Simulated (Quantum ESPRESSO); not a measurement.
```cif
data_Ga4O24Sb4Sr8
_chemical_formula_sum 'O24 Ga4 Sr8 Sb4'
_space_group_name_H-M_alt 'Fm-3m'
_space_group_IT_number 225
_space_group_name_Hall '-F 4 2 3'
_cell_length_a 7.97744
_cell_length_b 7.97744
_cell_length_c 7.97744
_cell_angle_alpha 90.000
_cell_angle_beta 90.000
_cell_angle_gamma 90.000
loop_
_atom_site_label
_atom_site_type_symbol
_atom_site_symmetry_multiplicity
_atom_site_Wyckoff_symbol
_atom_site_fract_x
_atom_site_fract_y
_atom_site_fract_z
_atom_site_occupancy
O1 O 24 e 0.00000 0.00000 0.25011 1
Ga1 Ga 4 a 0.00000 0.00000 0.00000 1
Sr1 Sr 8 c 0.25000 0.25000 0.25000 1
Sb1 Sb 4 b 0.50000 0.50000 0.50000 1
```
(The calculation used a cell of 10 atoms; values per cell refer to that cell.)

The geometry is that of Materials Project entry mp-6065, symmetrised and not relaxed again.

What does LDA (pw.x of Quantum ESPRESSO, ONCV potentials, scalar-relativistic) give for the electronic structure near the Fermi level?

The LDA gap is direct, 0.55 eV at Γ. Without spin-orbit coupling, band edges of such heavy elements can be off by tenths of an eV.

The structure is a Materials Project entry; no match was found in the copy of COD used, and its stability was not checked.
